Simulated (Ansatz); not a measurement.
BaCuGe: how the energy converges with the cutoff

BaCuGe, P1, a = 4.238 Å, b = 4.233 Å, c = 5.102 Å, α, β, γ = 89.7°, 90.7°, 120.9°. Ansatz: PBEsol, PAW, cutoff varied, Γ-centred 8×8×6 mesh on 3 atoms, Gaussian smearing 0.10 eV; no spin polarisation. Single points at one geometry with displaced atoms, the cutoff alone changed; ΔE is the energy at zero smearing over the run at 420 eV. The runs up to 350 eV lie under the cutoff recommended for these PAW datasets.

| cutoff (eV) | ΔE (meV/atom) |
| --- | --- |
| 200 | ? |
| 250 | 1269.50 |
| 300 | 140.42 |
| 350 | 8.11 |

**Question.** Assume ΔE falls exponentially with the cutoff, fit y = ln ΔE against x, the cutoff in eV, to the other rows, and predict the missing value.

**Answer.** y = 7.146, 4.945, 2.093. Means x = 300.0, y = 4.7280; Σ(Δx)² = 5000, ΣΔxΔy = -252.6; the slope is their ratio. y = 19.89 − 0.05053 x, a factor of ten per 46 eV. At 200 eV this gives ΔE = 17747.50 meV/atom. The run gave 8096.23, a ratio of 2.19. Between neighbouring rows the decay runs from a factor of ten per 40 eV to one per 62 eV, so one exponential is only a rough guide.

1 further run of this set didn't finish or converge.